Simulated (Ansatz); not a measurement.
**Density of states of ZrOs**

```yaml
crystal:
  lattice:
    - [3.26300, 0.00000, 0.00000]
    - [0.00000, 3.26300, 0.00000]
    - [0.00000, 0.00000, 3.26300]
  atoms:
    - { symbol: Zr, position: [0.50000, 0.50000, 0.50000] }
    - { symbol: Os, position: [0.00000, 0.00000, 0.00000] }
```

The conventional cell has a = 3.263 Å, b = 3.263 Å, c = 3.263 Å, α = 90.00°, β = 90.00°, γ = 90.00°. Zr (atom 1) is surrounded by 8 Os at 2.83 Å. Os (atom 2) is surrounded by 8 Zr at 2.83 Å.

The geometry is COD entry 1523503, unchecked; take it as a test cell.

Spin–orbit coupling is left out, though it moves levels of the heavy atoms by tenths of an eV or more.

Level of theory: DFT, LDA, all-electron LAPW, scalar-relativistic in Ansatz 0.2.0.

Numerical set-up: a Γ-centred 13×13×13 k mesh, Fermi–Dirac smearing of 0.03 eV, basis error target 0.25 meV/atom, no spin polarisation.

States per eV and cell, averaged over 0.4 eV, from -5.8 to 3.6 eV, with energies (bin centres) from the Fermi level; empty bins are left out. The partial columns, the largest 5 alone, are projections on Löwdin-orthogonalised atomic shells (those that the program's projection atoms carry: the occupied ones and, for some elements, an empty d or f shell; other empty shells have no column), summed over atoms of an element. Weights on diffuse s and p shells depend on that basis and aren't pure angular character.

```csv
E (eV),total,Os 5d,Zr 4d,Os 6s,Zr 5s,Zr 4p
-5.7,0.60,0.10,0.13,0.21,0.14,0.01
-5.3,1.30,0.31,0.38,0.40,0.16,0.02
-4.9,1.63,0.57,0.48,0.41,0.11,0.03
-4.5,1.75,0.89,0.58,0.14,0.10,0.01
-4.1,2.61,1.56,0.76,0.06,0.19,0.01
-3.7,2.19,1.35,0.56,0.03,0.20,0.01
-3.3,2.70,1.86,0.71,0.04,0.04,0.02
-2.9,3.55,2.49,0.93,0.05,0.01,0.03
-2.5,2.50,1.77,0.60,0.05,0.02,0.02
-2.1,3.74,2.67,0.72,0.16,0.07,0.03
-1.7,2.88,1.90,0.66,0.09,0.11,0.02
-1.3,2.18,1.34,0.52,0.06,0.14,0.02
-0.9,0.82,0.42,0.21,0.04,0.07,0.01
-0.5,0.51,0.20,0.17,0.02,0.05,0.00
-0.1,0.46,0.19,0.18,0.02,0.02,0.00
0.3,0.45,0.16,0.25,0.01,0.01,0.00
0.7,2.31,1.28,0.80,0.08,0.09,0.00
1.1,2.69,1.08,1.28,0.05,0.14,0.00
1.5,3.06,0.96,1.84,0.06,0.06,0.00
1.9,2.60,0.69,1.61,0.09,0.04,0.00
2.3,2.98,0.74,1.91,0.13,0.02,0.01
2.7,1.34,0.26,0.98,0.03,0.02,0.00
3.1,0.86,0.15,0.62,0.02,0.02,0.00
3.5,0.83,0.14,0.61,0.02,0.03,0.00
```

Question: Where is the centre of the filled Os 5d states between -14 eV and the top of the filled states?

Answer: -2.82 eV from the Fermi level.
